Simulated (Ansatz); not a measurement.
An Ansatz (a first-principles code) run. Input:

Ansatz 0.2 input:
```yaml
crystal:
  lattice:
    - [-2.7183526915, 2.7183526915, 1.5453843176]
    - [2.7183526915, -2.7183526915, 1.5453843176]
    - [2.7183526915, 2.7183526915, -1.5453843176]
  atoms:
    - { symbol: Ga, position: [0.75, 0.25, 0.5] }
    - { symbol: Sb, position: [0.0, 0.0, 0.0] }
kpoints:
  mp_grid: { grid: [15, 15, 15] }
hamiltonian:
  xc: pbesol
  pseudopotentials: { kind: paw }
scf:
  occupations: { method: fermi_dirac, width: 0.1 }
phonons:
  method: dfpt
  response_accuracy: low
  eigenvectors: true
  rigid_motions: translations
```

Output (shortened):

```
Pseudopotential: Ga, paw, valence charge 13
Pseudopotential: Sb, paw, valence charge 15
Functional definition: PBEsol
Crystal: 2 atoms, lattice volume = 45.678 Å³
Basis set: ecut = 420 eV, 893 PW (Γ), exchange–correlation on 60×60×60 points (8 copies of the dense FFT grid, shifted against one another)
Bands: 18, of which v1, the nominal top of the filled ones, is band 14 counted from 1 (13 counted from 0)
Symmetry: 8 space group operations
k-points: 512 of 3375 (irreducible under 4 space group operations, time reversal used)
SCF iter   1: F=—  HF=-10151.277918 eV  |F-HF|=—  |Δ(HF+E_count)|=         —  Δρ=2.87e-3  dr2=3.11e-3  ethr=1.77e-3  ⟨swp⟩=5.4  Hψ=44493  notcnv=0
preconditioner: auto → Kerker (q_TF=auto, 2.515 Å⁻¹)
SCF iter   2: F=—  HF=-10151.275688 eV  |F-HF|=—  |Δ(HF+E_count)|=   2.23e-3  Δρ=1.67e-3  dr2=1.23e-3  ethr=1.11e-5  ⟨swp⟩=2.0  Hψ=15998  notcnv=0
SCF iter   3: F=—  HF=-10151.275399 eV  |F-HF|=—  |Δ(HF+E_count)|=   2.89e-4  Δρ=6.14e-4  dr2=1.73e-4  ethr=4.38e-6  ⟨swp⟩=2.0  Hψ=16336  notcnv=0
SCF iter   4: F=—  HF=-10151.275307 eV  |F-HF|=—  |Δ(HF+E_count)|=   9.21e-5  Δρ=2.52e-4  dr2=2.66e-5  ethr=6.17e-7  ⟨swp⟩=2.1  Hψ=13296  notcnv=0
SCF iter   5: F=—  HF=-10151.275302 eV  |F-HF|=—  |Δ(HF+E_count)|=   4.87e-6  Δρ=1.19e-4  dr2=5.21e-6  ethr=9.48e-8  ⟨swp⟩=2.0  Hψ=16414  notcnv=0
SCF iter   6: F=—  HF=-10151.275299 eV  |F-HF|=—  |Δ(HF+E_count)|=   3.21e-6  Δρ=3.13e-5  dr2=2.48e-7  ethr=1.86e-8  ⟨swp⟩=2.0  Hψ=16421  notcnv=0
SCF iter   7: F=—  HF=-10151.275299 eV  |F-HF|=—  |Δ(HF+E_count)|=   3.21e-7  Δρ=4.53e-6  dr2=9.68e-9  ethr=8.85e-10  ⟨swp⟩=2.0  Hψ=15150  notcnv=0
SCF iter   8: F=—  HF=-10151.275299 eV  |F-HF|=—  |Δ(HF+E_count)|=  7.11e-10  Δρ=2.01e-6  dr2=1.42e-9  ethr=3.46e-11  ⟨swp⟩=2.1  Hψ=10619  notcnv=0
SCF iter  10: F=-10151.275299 eV  HF=-10151.275299 eV  |F-HF|=0.00e0  |Δ(HF+E_count)|=  7.09e-11  Δρ=4.53e-8  dr2=7.91e-13  ethr=1.00e-12  ⟨swp⟩=4.3  Hψ=46773  notcnv=0
SCF 1 converged in 10 iterations: F = -10151.275299 eV  dr2 = 7.91e-13
DFPT response loops at Γ: preconditioner auto → Kerker (q_TF=auto, 2.515 Å⁻¹) (partly filled bands, converged f_vac=0.000) …
SCF converged after 10 iterations
Free energy (F): -10151.275299 eV
Harris-Foulkes:  -10151.275299 eV  (|F-HF|=0.00e0)
Internal energy: -10151.249560 eV  (E = F + TS)
E sigma→0 (E₀):  -10151.262430 eV
Entropy (-TS):   -0.025739 eV (-12.869 meV/atom)
Fermi energy:    10.604871 eV
--- Per-component energies (eV) ---
  E_band       = -181.056934
  E_kinetic    = 323.228521
  E_local      = -3284.627397  (includes V_loc(G=0)·N_el)
  E_nonlocal   = 788.326177
  E_hartree    = 1524.549744
  E_xc         = -206.725901
  E_vxc        = -155.518982  (∫ρ·V_xc dr)
  E_paw        = -6446.918350  (= ΣΔE_a)
  E_vpaw       = -901.564663  (= ΣTr[D̂ρ^β])
  E_aug_tail   = -0.000121  (compensation charges beyond the density's cutoff)
  E_ewald      = -2850.277068
  E_core_change = 1.194835  (= ΣΔE_core)
  E_smearing   = -0.025739  (= −TS)
  E_closure    = 0.000000  (closes the sum)
  Σ components = -10151.275299   (vs F -10151.275299, Δ=0.00e0)
  [band-id]    e_kinetic+e_local+e_nonlocal+2·e_hartree+e_vxc+e_vpaw+e_augmentation_tail = -181.056977   (vs E_band -181.056934, Δ=-4.32e-5)
--- Band table (eV; the first three rows and the last of 512) ---
  k-point 0: bands = ["-18.4261", "-18.2943", "-18.2943", "-18.2905", "-18.2871", "-4.3623", "-4.2649", "-4.2610", "-4.2231", "-4.2231", "-1.7710", "7.6603", "8.5447", "8.5447", "13.8562", "16.1643", "17.9150", "17.9150"]
  k-point 1: bands = ["-18.4261", "-18.2943", "-18.2941", "-18.2906", "-18.2868", "-4.3616", "-4.2661", "-4.2605", "-4.2232", "-4.2226", "-1.7304", "7.0246", "8.5939", "9.0857", "14.0771", "16.0729", "17.5234", "17.6773"]
  k-point 2: bands = ["-18.4260", "-18.2944", "-18.2937", "-18.2909", "-18.2858", "-4.3599", "-4.2695", "-4.2589", "-4.2234", "-4.2212", "-1.6095", "6.0633", "8.7403", "9.7792", "14.7190", "15.7707", "16.8694", "17.0843"]
  k-point 511: bands = ["-18.4260", "-18.2984", "-18.2911", "-18.2911", "-18.2712", "-4.3677", "-4.3525", "-4.2255", "-4.2161", "-4.2161", "1.0119", "4.2901", "5.3173", "5.6033", "14.4722", "15.9658", "21.1256", "21.3088"]
--- Phonons (Γ-DFPT): 4 representative perturbations + reference, on 512 of 3375 k-points (Σ response iterations 10) ---
  ASR residual: 3.877e-4 → 0.000e0 eV/Å²; symmetrization residual: 1.951e-4 eV/Å²
  ASR residual per site (eV/Å²): 1.43e-4 3.88e-4
  Γ frequencies (cm⁻¹): 0.00 0.00 0.00 58.01 149.72 149.72
  non-analytic LO–TO correction: not included (Born effective charges unavailable; polar crystals: no LO–TO splitting at Γ)
```

Cost: very roughly 4 core-minutes on shared cores.

Space group I-4m2. The workflow started from a Materials Project entry (that database holds measured and hypothetical structures alike); the Crystallography Open Database copy checked does not list it. It is not the phase usual at ambient conditions (space group No. 216). The cell was relaxed with PBEsol under the symmetry of its start; whether a distortion lowers the energy is not shown. As this level gives no gap, phonon frequencies hold no LO–TO term and depend on the k-mesh and smearing (Fermi–Dirac, 0.1 eV here). Scalar-relativistic: spin–orbit coupling is off unless named, which matters more the heavier the elements.

Potentials: the later of the program's two PAW sets.

Ansatz is a plane-wave DFT program.
